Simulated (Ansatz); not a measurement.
**Magnetic states of chromium, diamond**

Method: DFT, LDA (PW92), plane waves (420 eV) with PAW, scalar-relativistic in Ansatz. (PAW data from PBE, frozen cores regenerated.)

Each start was relaxed and then solved on a dense mesh, with Fermi-Dirac smearing of 0.05 eV (0.1 eV in a metal without spin) extrapolated to zero. Rows within 2 meV/atom of each other tie.

(1) Where does each start end, and how do the energies compare? Starts: non-magnetic; antiferromagnetic.

## Answers

(1) 
```json
{"start": "antiferromagnetic", "ends": "antiferromagnetic, largest moment 1.45 μB in the atomic sphere", "ΔE (meV/atom)": "0.0", "V (Å³/atom)": "15.73"}
{"start": "non-magnetic", "ends": "spin not included", "ΔE (meV/atom)": "30.4", "V (Å³/atom)": "15.09"}
```
